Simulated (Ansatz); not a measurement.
Relaxed Zn (hcp, Mg type):

```xyz
4
Lattice="5.2444 0.0000 0.0000 -1.3111 2.2709 0.0000 0.0000 0.0000 5.1932" Properties=species:S:1:pos:R:3 pbc="T T T"
Zn     0.0000     1.5139     3.8949
Zn     2.6222     1.5139     3.8949
Zn     1.3111     0.7570     1.2983
Zn     3.9333     0.7570     1.2983
```

A phonon eigenvector at M = (0.5, 0.0, 0.0) is frozen into this cell: atom i moves by Q times the vector below, so Q is the largest atomic displacement, in Å. The cell is held. (q is in reciprocal vectors of the primitive cell; the cell shown is doubled to hold the pattern.)

```csv
atom,x,y,z
Zn1,0.866,0.500,0.000
Zn2,-0.866,-0.500,0.000
Zn3,0.866,0.500,0.000
Zn4,-0.866,-0.500,0.000
```

Level of theory: PBE (plane waves to 420 eV, PAW, scalar-relativistic; Ansatz, a first-principles code). k mesh 10×20×9 (Γ-centred), Fermi-Dirac smearing 0.05 eV. The energy includes the smearing's −TS. Compression counts positive. With partly filled bands, energies and forces of such displacements shift with the k mesh and the smearing. The PAW data are Ansatz's earlier set. Zn was relaxed with its symmetry unable to fall. The zero of ΔE is the undisplaced structure.

| Q (Å) | ΔE (meV/cell) | P (GPa) | −dE/dQ from forces (eV/Å) |
|---|---|---|---|
| -0.280 | 2318 | 18.4 | 20.049 |
| -0.233 | 1506 | 12.2 | 14.913 |
| -0.187 | 911 | 7.6 | 10.761 |
| -0.140 | 490 | 4.2 | 7.400 |
| -0.093 | 211 | 1.8 | 4.631 |
| -0.047 | 52 | 0.5 | 2.229 |
| 0.000 | 0 | 0.0 | 0.000 |
| 0.047 | 52 | 0.5 | -2.229 |
| 0.093 | 211 | 1.8 | -4.631 |
| 0.140 | 490 | 4.2 | -7.400 |
| 0.187 | 911 | 7.6 | -10.761 |
| 0.233 | 1506 | 12.2 | -14.913 |
| 0.280 | 2318 | 18.4 | -20.049 |

Key numbers:

| Quantity | Result |
|---|---|
| Energy at Q = 0.280 Å | 2318 meV/cell |
| Space group of the distorted cell | Pmma (No. 51), lowered from P6_3/mmc |
| Symmetry of the curve | even: the same for both signs |
| Shape of the curve | a single well with its minimum at or next to zero displacement |
| Harmonic wavenumber from the curvature (finite differences) | 221 cm⁻¹ |
| Wavenumber by perturbation theory (DFPT, on another k mesh) | 222 cm⁻¹ |

The 13 points together took about 6 core-minutes (a rough figure).

(A displaced cell: forces are minus the slopes of the energy, force constants its curvatures, and phonons follow from these.)
